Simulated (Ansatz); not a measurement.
Several occupations of a fcc lattice at one composition, 7 Rh, 4 Cu, 3 Au, 2 Nb. Sites, in fractions of the cell -3.894 3.894 -3.894; 3.894 3.894 3.894; 3.894 -3.894 -3.894 Å:

| cell | sites |
| --- | --- |
| 1 | Au (0.25 0.75 0.00), Au (0.50 0.25 0.25), Au (0.75 0.50 0.75), Cu (0.00 0.00 0.00), Cu (0.25 0.50 0.25), Cu (0.50 0.75 0.75), Cu (0.75 0.25 0.00), Nb (0.00 0.50 0.50), Nb (0.75 0.00 0.25), Rh (0.00 0.25 0.75), Rh (0.00 0.75 0.25), Rh (0.25 0.00 0.75), Rh (0.25 0.25 0.50), Rh (0.50 0.00 0.50), Rh (0.50 0.50 0.00), Rh (0.75 0.75 0.50) |
| 2 | Au (0.25 0.25 0.50), Au (0.75 0.25 0.00), Au (0.75 0.75 0.50), Cu (0.00 0.25 0.75), Cu (0.25 0.50 0.25), Cu (0.50 0.75 0.75), Cu (0.75 0.00 0.25), Nb (0.00 0.50 0.50), Nb (0.00 0.75 0.25), Rh (0.00 0.00 0.00), Rh (0.25 0.00 0.75), Rh (0.25 0.75 0.00), Rh (0.50 0.00 0.50), Rh (0.50 0.25 0.25), Rh (0.50 0.50 0.00), Rh (0.75 0.50 0.75) |
| 3 | Au (0.00 0.75 0.25), Au (0.50 0.50 0.00), Au (0.75 0.75 0.50), Cu (0.25 0.00 0.75), Cu (0.25 0.25 0.50), Cu (0.50 0.00 0.50), Cu (0.50 0.25 0.25), Nb (0.25 0.75 0.00), Nb (0.50 0.75 0.75), Rh (0.00 0.00 0.00), Rh (0.00 0.25 0.75), Rh (0.00 0.50 0.50), Rh (0.25 0.50 0.25), Rh (0.75 0.00 0.25), Rh (0.75 0.25 0.00), Rh (0.75 0.50 0.75) |

Each was relaxed without symmetry on coarser meshes and computed once more. Level of theory: DFT PBEsol, scalar-relativistic, plane waves, PAW in Ansatz 0.2.0.

Plane waves to 420 eV, a k mesh through Γ of 6×6×6 on the computed 16-atom cell and Gaussian smearing (0.10 eV); no spin polarisation.

Warren–Cowley parameters of the first shell of the sublattice with most elements (negative: unlike neighbours preferred):
```csv
cell,Cu-Rh,Au-Rh,Nb-Rh,Au-Cu,Au-Nb
1,0.00,-0.02,-0.05,0.00,-0.11
2,-0.05,-0.14,0.05,-0.33,-0.33
3,0.00,-0.08,-0.14,0.00,0.11
```

Forces of up to 0.08 eV/Å remain on the final mesh.

Problem. Which occupation is lowest in energy, and by how much?

Solution. Cell 3.
```tsv
cell	E − E(lowest) (meV/atom)	V (Å³/atom)
3	0.0	14.20
2	13.2	14.20
1	26.2	14.25
```

The final mesh leaves forces up to 0.08 eV/Å and stresses up to 0.3 GPa: the relaxation ran on a coarser mesh, so the cell's shape, its bonds and its energy belong partly to that mesh.

Spin–orbit coupling is left out, which can shift energies with elements as heavy as these.

Cost: 6 runs of about 2.3 core-hours in all (earlier runs that led there not counted), on Arm Neoverse N1 (shared hosts).